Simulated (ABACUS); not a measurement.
Worked example: self-consistent single point of InAs (F-43m, 2 atoms in the cell; from Materials Project mp-20305) in ABACUS.

Method: PBE, PseudoDojo 0.5 standard norm-conserving PBE (tails mended) pseudopotentials (plane waves; ABACUS 3.10.1).

```yaml
crystal:
  lattice:
    - [0.00000, 3.05356, 3.05356]
    - [3.05356, 0.00000, 3.05356]
    - [3.05356, 3.05356, 0.00000]
  atoms:
    - { symbol: In, position: [0.75000, 0.75000, 0.75000] }
    - { symbol: As, position: [0.00000, 0.00000, 0.00000] }
```

Reference input (self-consistent single point, DFT, PBE, plane waves, PseudoDojo 0.5 standard norm-conserving PBE (tails mended) pseudopotentials): KPT = Gamma 6 6 6 0 0 0; basis_type = pw; dft_functional = PBE; ecutwfc = 84 Ry; smearing_method = mv; smearing_sigma = 0.0146997 Ry; potentials = PseudoDojo 0.5 standard norm-conserving PBE (tails mended); symmetry = 1; symmetry_prec = 1e-05; ks_solver = dav_subspace; scf_nmax = 100; scf_thr = 1.0e-09 Ry. This run's input differs from it in these lines:

```diff
@@ -6,3 +6,3 @@
 dft_functional       PBE
-ecutwfc              84.0
+ecutwfc              67.2
 symmetry             1
```

Output, abridged:

```
 SELF-CONSISTENT
 -------------------------------------------
                                 init_chg = atomic

 PW ALGORITHM --------------- ION=   1  ELEC=   1--------------------------------

 Notice: Threshold on eigenvalues was too large.

 Density error is 0.0708414653595
                          Error Threshold = 0.000253681835306
 E_KohnSham     -345.0330689612      -4694.4157362995
 E_Fermi        0.5218306849         7.0998707055

 PW ALGORITHM --------------- ION=   1  ELEC=   2--------------------------------

 Density error is 0.0107550716074
                          Error Threshold = 0.000253005233427
   [... lines left out ...]

 Density error is 6.23328059127e-08
                          Error Threshold = 3.22158481052e-09
 E_KohnSham     -345.0519216555      -4694.6722403643
 E_Fermi        0.5596700356         7.6147014842

 PW ALGORITHM --------------- ION=   1  ELEC=   7--------------------------------

 Density error is 4.79762628298e-10
                          Error Threshold = 2.22617163974e-10
 E_KohnSham     -345.0519216876      -4694.6722408006
 E_KS(sigma->0) -345.0521590773      -4694.6754706531
 E_entropy(-TS) 0.0004747794         0.0064597050
 E_Fermi        0.5597037649         7.6151603943
 charge density convergence is achieved
 final etot is -4694.6722408 eV
 EFERMI = 7.6151603943 eV

 STATE ENERGY(eV) AND OCCUPATIONS    NSPIN == 1
   [... 21 lines left out ...]

 TOTAL-FORCE (eV/Angstrom)
                       In1         0.0000000000         0.0000000000         0.0000000000
                       As1         0.0000000000         0.0000000000         0.0000000000

 TOTAL-STRESS (KBAR)
       -80.1638402916         0.0000000000         0.0000000000
         0.0000000000       -80.1638402916        -0.0000000000
         0.0000000000        -0.0000000000       -80.1638402916
 TOTAL-PRESSURE: -80.163840 KBAR

 --------------------------------------------
 !FINAL_ETOT_IS -4694.6722408005662146 eV
 --------------------------------------------
```

The run converged in 7 iterations. Against the reference run the free energy rises by 133 meV/atom and the pressure goes from 2.18 to -8.02 GPa.

This run is one point of a test of settings, so its values need not be converged; read them against the reference run alone. The structure comes from a collection of computed structures, made at another level of theory; the collection holds predicted forms beside known ones. No clean gap shows at this smearing width and mesh (spacing up to 0.30 Å⁻¹); the mesh is coarse for partly filled bands, so the values carry mesh errors. Semi-local functionals can close small gaps.

Cost on one core: very roughly 30 core-seconds.

At a cut-down plane-wave cutoff the stress holds a Pulay term: a spurious tension from the incomplete basis, which lowers the pressure; energies, forces and gaps of such rows are unconverged too.

“Tails mended”: in these copies of the files the far tail of each local potential was reset to the Coulomb form.
